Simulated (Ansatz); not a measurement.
The numbers come from plane-wave PAW DFT (Ansatz): r2SCAN, no spin polarisation, 500 eV, 8×8×5 Γ-centred k points, fermi-dirac occupations (width 0.1 eV). Nothing was relaxed.

Computed maps in the lattice plane spanned by a (left to right, 4.89 Å, 15 points from zero) and b (bottom to top, 4.89 Å, 15 points from zero), 60° apart, at height 0.500 along c. The fields are smooth PAW ones with compensation charges, not the true ones near nuclei.

Valence density. Digits on a logarithmic scale: 0 up to 0.03 e/Å³, each further digit a factor of 1.6, 9 from 1.3 e/Å³ up:
```
222223345433222
222223468864322
222223479997432
222223479999743
233332369999963
334443348999984
346776435899985
358999853467764
348999984334443
236999996323333
234799997432222
223479997432222
222346886432222
222233454332222
222222333322222
```

ELF. Ten even steps from '0' (0.04) to '9' (0.86):
```
666641001001466
666640157751046
666640179997104
444441179999711
110011059989950
001110007999970
005775001799971
017999710057750
007999970001110
105998995011001
411799997114444
640179997104666
664015775104666
666410010014666
666641000014666
```

Question: The cell is Ca2Lu. Which atoms lie within 0.2 Å of this plane, and where (fractions of a and b)?

Answer: Ca at (0.33, 0.33), Ca at (0.67, 0.67). The whole cell:
```yaml
crystal:
  lattice:
    - [2.44707, 4.23845, 0.00000]
    - [-2.44707, 4.23845, 0.00000]
    - [0.00000, 0.00000, 7.03540]
  atoms:
    - { symbol: Lu, position: [0.00000, 0.00000, 0.00000] }
    - { symbol: Ca, position: [0.33330, 0.33340, 0.50000] }
    - { symbol: Ca, position: [0.66660, 0.66670, 0.50000] }
```

Origin: a known structure type with other elements, at an estimated volume, so it need not be a known compound. Caveats: many states at the Fermi level without spin polarisation, so a magnetic state may lie lower.
